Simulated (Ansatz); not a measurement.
BaTiAs$_{2}$O$_{8}$ in space group C2/m (No. 12; Pearson symbol mS24) at seven volumes, DFT-r²SCAN in the program Ansatz with PAW potentials, shape and atoms relaxed at each. One row is withheld.

```json
[
 {"V (Å³/atom)": "13.476", "P (GPa)": "?"},
 {"V (Å³/atom)": "13.920", "P (GPa)": "3.34"},
 {"V (Å³/atom)": "14.365", "P (GPa)": "1.56"},
 {"V (Å³/atom)": "14.809", "P (GPa)": "0.00"},
 {"V (Å³/atom)": "15.253", "P (GPa)": "-1.40"},
 {"V (Å³/atom)": "15.698", "P (GPa)": "-2.65"},
 {"V (Å³/atom)": "16.142", "P (GPa)": "-3.76"}
]
```

Question: Fit the shown pressures and predict the withheld one.

Answer: Third-order Birch–Murnaghan: P = (3/2)B₀(x^(7/2) − x^(5/2))[1 + (3/4)(B′ − 4)(x − 1)] with x = (V₀/V)^(2/3). Least squares on the six rows gives V₀ = 14.808 Å³/atom, B₀ = 49.44 GPa, B′ = 2.87. At V = 13.476, x = 1.0649 and P = 5.32 GPa. The run itself gave 5.39 GPa.

The first step of the workflow began from a Materials Project structure, measured or hypothetical; the Crystallography Open Database copy checked does not list it. Its standing as an ambient phase is unchecked. The r²SCAN relaxation kept the symmetry of its start; whether a distortion lowers the energy is not shown. No spin polarisation was allowed. Spin–orbit coupling is left out wherever it is not named.

Potentials: the later of the program's two PAW sets.
